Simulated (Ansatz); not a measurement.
Si₃N₄ in space group P6_3/m (No. 176; Si on 6h, N on 2d, N on 6h), the program Ansatz at the PBE level (PAW). The conduction-band minimum lies at Γ, with 1 equivalent valley. Second derivatives d²E/dk² of the lowest band at one valley (eV·Å²), along Cartesian directions:

```
direction  d²E/dk²
---------  -------
[100]        5.233
[010]        5.233
[001]        35.05
[110]        5.233
[101]        20.14
[011]        20.14
```

Question: Find the principal effective masses, the density-of-states mass and the conductivity mass.

Answer: Off-diagonal terms follow from H_xy = H[110] − (H_xx + H_yy)/2, and m*/mₑ = 7.620 eV·Å² over each eigenvalue: 0.22, 1.5, 1.5. One valley's DOS mass (m₁m₂m₃)^(1/3) = 0.77, conductivity mass 3/(Σ 1/mᵢ) = 0.50 mₑ.

Question: What effective density of states Nc follows at 300 K for parabolic valleys?

Answer: Nc = 2.509e19 × 1 × (0.77)^(3/2) ≈ 1.7e19 cm⁻³.

The cell was relaxed with PBE under the symmetry of its start.

Potentials: the earlier of the program's two PAW sets.

Edges and masses are those of Kohn–Sham bands, whose gap is no quasiparticle gap.
